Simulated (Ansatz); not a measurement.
AlAu:
```
CELL_PARAMETERS angstrom
      3.17798     0.00000     0.00000
      0.00000     3.17798     0.00000
      0.00000     0.00000     3.17798
ATOMIC_POSITIONS crystal
  Al 0.00000 0.00000 0.00000
  Au 0.50000 0.50000 0.50000
```

Relaxed with PBEsol. Special points in fractions of this cell's reciprocal vectors: Γ (0.000, 0.000, 0.000); X (0.000, 0.500, 0.000); M (0.500, 0.500, 0.000); R (0.500, 0.500, 0.500).

### Question
List the band energies nearest the Fermi level at these points for PBEsol with spin–orbit coupling (plane waves, PAW; program Ansatz).

### Answer
In eV from the Fermi level; about four levels below and three above (degenerate sets whole), none deeper than 8.9 eV; points with the same levels are listed once.

```csv
k,below,above
Γ,-5.00 -5.00 -5.00 -5.00 -4.24 -4.24,2.15 2.15 3.05 3.05 3.05 3.05
X,-4.50 -4.50 -3.23 -3.23,5.60 5.60 6.61 6.61
M,-3.47 -3.47 -1.25 -1.25,0.97 0.97 7.31 7.31
R,-0.35 -0.35 -0.34 -0.34,1.19 1.19 1.19 1.19
```

Space group Pm-3m (CsCl type). The first step of the workflow began from a Materials Project structure, measured or hypothetical; the Crystallography Open Database copy checked does not list it. With Al and Au taken as one species the cell has the higher symmetry Im-3m, so it may be an ordered model of a mixed-site phase. Its standing as an ambient phase is unchecked. Symmetry was held in the PBEsol relaxation. At this level the phase is mechanically unstable.

Potentials: the later of the program's two PAW sets.
